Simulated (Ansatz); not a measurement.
Crystals of one space group, with the same sites and like axis ratios (R-3m), relaxed and computed with the program Ansatz at the PBE level (PAW).

```tsv
crystal	a (Å)	V (Å³/atom)	ΔH_f (eV/atom)	spin order, net moment (μB/atom)
CoNiN2	[?]	[?]	[?]	[?]
NiRuN2	2.816	10.49	0.52	moments vanished
CoPdN2	2.793	10.17	0.49	moments vanished
CoIrN2	2.734	9.87	0.39	moments vanished
```

Fill in the missing entries.


- CoNiN2, a (Å): 2.738
- CoNiN2, V (Å³/atom): 9.32
- CoNiN2, ΔH_f (eV/atom): 0.47
- CoNiN2, spin order, net moment (μB/atom): ferromagnetic; net 0.06

Spin orders computed, not proven ground states: CoNiN2, R-3m (Co on 3b, Ni on 3a, N on 6c) ferromagnetic. Typed or built starts, not in the databases checked: CoNiN2, R-3m (Co on 3b, Ni on 3a, N on 6c); NiRuN2, R-3m (Ru on 3b, Ni on 3a, N on 6c); CoPdN2, R-3m (Co on 3b, Pd on 3a, N on 6c); CoIrN2, R-3m (Co on 3b, Ir on 3a, N on 6c). Began spin-polarised and lost the moments: NiRuN2, R-3m (Ru on 3b, Ni on 3a, N on 6c); CoPdN2, R-3m (Co on 3b, Pd on 3a, N on 6c); CoIrN2, R-3m (Co on 3b, Ir on 3a, N on 6c). All cells were relaxed under the symmetry of their starts (and spin orders); stability against distortions was not tested throughout. Spin–orbit coupling is left out wherever it is not named.

Potentials: the later of the program's two PAW sets.

Formation energies count from the lowest solids of the elements computed at the same level, not from gases.
